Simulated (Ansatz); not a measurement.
The relaxed structure here is a generated cell of Sb: the first start was made by a random draw of sites in a space group, and the end was not matched to a known phase here, so it may be hypothetical. Known forms of Sb include space group No. 166.

The end point of a relaxation of Sb. These are PBE (plane waves to 420 eV, PAW, scalar-relativistic; Ansatz, a first-principles code) values and carry that method's errors.

```
CELL_PARAMETERS angstrom
      4.21259     0.00000     0.00000
     -2.10629     3.64821     0.00000
      0.00000     0.00000     6.69294
ATOMIC_POSITIONS crystal
  Sb 0.33333 0.66667 0.50000
  Sb 0.66667 0.33333 0.21465
  Sb 0.66667 0.33333 0.78535
```

Problem. Find the space group and the Wyckoff positions (tolerance 0.01 Å).

Solution. Space group P-6m2 (No. 187); a = b = 4.213 Å, c = 6.693 Å, α = β = 90.00°, γ = 120.00°

```csv
atom,site,symmetry,x,y,z
Sb,1d,-6m2,0.3333,0.6667,0.5000
Sb,2i,3m.,0.6667,0.3333,0.2147
```

Problem. Give the shortest distances between elements (the closest pairs, up to four, under 3.6 Å).

Solution. Sb–Sb 2.87 Å.

```yaml
volume_per_atom: 34.29 Å³
band_gap: no gap (metallic)
```

No spin polarisation in the result. The relaxed primitive cell holds an odd number of electrons. A magnetic state may lie lower.

The run could not lower the symmetry of its start; a shaken copy of this end point relaxes with PBE to Cm (No. 8), 0.19 eV/atom lower.
